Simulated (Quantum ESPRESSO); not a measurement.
**Kohn-Sham bands of WBr₆ (R-3)**

```
CELL_PARAMETERS angstrom
     -3.28024     5.68153     0.00000
     -6.56047     0.00000     0.00000
     -3.28024     1.89384     5.96551
ATOMIC_POSITIONS crystal
  W  0.00000 0.00000 0.00000
  Br 0.91560 0.61674 0.23803
  Br 0.08440 0.38326 0.76197
  Br 0.61674 0.22963 0.23803
  Br 0.38326 0.77037 0.76197
  Br 0.22963 0.91560 0.23803
  Br 0.77037 0.08440 0.76197
```

Cell from Materials Project (mp-28483), symmetrised, no further relaxation. Not found in the COD (Crystallography Open Database) copy used; not checked further. Computed values, not measurements, from PBEsol: Quantum ESPRESSO (norm-conserving PseudoDojo potentials, cutoff 60 Ry, no spin polarisation, no spin-orbit coupling) on a Γ-centred 4×4×4 mesh, then Wannier90. Density: 6×6×6 mesh, cold smearing 0.01 Ry. Spin-orbit coupling is left out although heavy elements are present.

Energies are relative to the valence-band maximum; weights are on the orthonormalised atomic waves of the pseudopotential files, averaged over the group. 56 electrons a cell are treated as valence.

Question: Into which isolated groups do the bands fall, where do they lie and what are they made of?

Answer: 
```json
[
 {"bands": "1", "from (eV)": "-75.10", "to (eV)": "-75.10", "filling": "filled", "weight on atomic waves": "W 5s 98 %"},
 {"bands": "2–4", "from (eV)": "-39.19", "to (eV)": "-39.19", "filling": "filled", "weight on atomic waves": "W 5p 99 %"},
 {"bands": "5", "from (eV)": "-14.47", "to (eV)": "-14.19", "filling": "filled", "weight on atomic waves": "Br 4s 81 %, W 6s 17 %"},
 {"bands": "6–10", "from (eV)": "-13.73", "to (eV)": "-13.43", "filling": "filled", "weight on atomic waves": "Br 4s 95 %"},
 {"bands": "11", "from (eV)": "-4.66", "to (eV)": "-4.33", "filling": "filled", "weight on atomic waves": "Br 4p 73 %, W 6s 16 %, Br 4s 9 %"},
 {"bands": "12–19", "from (eV)": "-3.94", "to (eV)": "-2.22", "filling": "filled", "weight on atomic waves": "Br 4p 74 %, W 5d 24 %"},
 {"bands": "20–28", "from (eV)": "-1.74", "to (eV)": "0.00", "filling": "filled", "weight on atomic waves": "Br 4p 98 %"},
 {"bands": "29–31", "from (eV)": "0.92", "to (eV)": "1.71", "filling": "empty", "weight on atomic waves": "W 5d 57 %, Br 4p 42 %"},
 {"bands": "32–33", "from (eV)": "4.09", "to (eV)": "4.46", "filling": "empty", "weight on atomic waves": "W 5d 46 %, Br 4p 43 %, Br 4s 5 %"}
]
```

The Kohn-Sham gap over both meshes and the path is 0.92 eV.
